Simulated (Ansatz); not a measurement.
ZnAg, one cell by several methods

```xyz
2
Lattice="3.1560 -0.0316 -0.0316 -0.0316 3.1560 -0.0316 -0.0316 -0.0316 3.1560" Properties=species:S:1:pos:R:3 pbc="T T T"
Zn    1.5464    1.5464    1.5464
Ag    0.0000    0.0000    0.0000
```

Atoms are numbered in the order listed.

The geometry is COD entry 9008800, unchecked; take it as a test cell. The listed cell was then made from it by scaling, straining or moving an atom.

All numbers are computed: DFT, LDA, PAW with Ansatz's default frozen-core files, scalar-relativistic (Ansatz 0.2.0); DFT, LDA, all-electron PAW with datasets made for the crystal, scalar-relativistic (Ansatz 0.2.0); DFT, LDA, all-electron LAPW, scalar-relativistic (Ansatz 0.2.0).

For PAW: a Γ-centred 12×12×12 k mesh, Fermi–Dirac smearing of 0.03 eV, cutoff 420 eV, no spin polarisation; the PAW files were made with PBE, and the program remakes their frozen cores for this functional. The crystal-made all-electron datasets (AE datasets) take a cutoff of 280 eV at this cell. LAPW targets a basis error of 0.25 meV/atom. The Ansatz runs share mesh, smearing and spin set-up. Plane-wave (PAW) pressures include the program's estimate of the Pulay term.

Stress and pressure are positive in compression.

The change that made this cell: equal xy, yz and zx engineering shear strains of -2 %.

No spin–orbit coupling: at heavy atoms the gradients can be off by tens of per cent for that reason.

In a metal, gradients converge slowly with the k mesh: the values move by tens of per cent from one mesh to another, at times in sign, so only the comparison on one mesh counts.

```json
{"quantity": "pressure (GPa)", "PAW": "-7.95", "AE datasets": "-7.95", "LAPW": "-7.94"}
{"quantity": "stress yz (GPa)", "PAW": "1.08", "AE datasets": "1.08", "LAPW": "1.08"}
{"quantity": "stress xz (GPa)", "PAW": "1.08", "AE datasets": "1.08", "LAPW": "1.08"}
{"quantity": "stress xy (GPa)", "PAW": "1.08", "AE datasets": "1.08", "LAPW": "1.08"}
{"quantity": "field gradient Vzz at Zn1 (10²¹ V/m²)", "PAW": "-0.72", "AE datasets": "-0.72", "LAPW": "–"}
```
